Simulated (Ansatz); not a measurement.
# Zn (P6_3/mmc), two-dimensional strain map

Method: Ansatz 0.2.0, DFT PBE, scalar-relativistic, plane waves, PAW. Settings: plane waves to 420 eV, k-mesh 24×24×10 (Γ-centred), Gaussian smearing 0.15 eV. No spin polarisation. Energies are free energies at this smearing, counted from the undisturbed cell; pressure is positive in compression.

The starting cell (as given, not relaxed at this level; it stands at -0.4 GPa):

```xyz
2
Lattice="2.6648 0.0000 0.0000 -1.3324 2.3078 0.0000 0.0000 0.0000 4.9467" Properties=species:S:1:pos:R:3 pbc="T T T"
Zn    0.0000    1.5385    1.2367
Zn    1.3324    0.7693    3.7100
```

The cell is strained by p along both x and y and by q along z, fractional coordinates fixed. Points are written (p, q).

Energy above the undisturbed cell in meV/atom (a dash: not computed):

```
 p \ q  -0.030  -0.015  0.000  0.015  0.030
-0.030    29.0    20.3   13.9    9.7    7.4
-0.015    12.3     6.0    1.6   -0.9   -1.6
 0.000     5.2     2.2    0.0   -0.8    0.0
 0.015     5.7     6.0    6.8    8.1   10.4
 0.030    12.5    15.6   19.4   23.2   27.5
```

Pressure in GPa:

```
 p \ q  -0.030  -0.015  0.000  0.015  0.030
-0.030     8.1     6.9    5.8    4.8    3.9
-0.015     4.5     3.4    2.4    1.5    0.8
 0.000     1.5     0.5   -0.4   -1.1   -1.8
 0.015    -0.9    -1.8   -2.5   -3.2   -3.8
 0.030    -2.8    -3.6   -4.2   -4.8   -5.4
```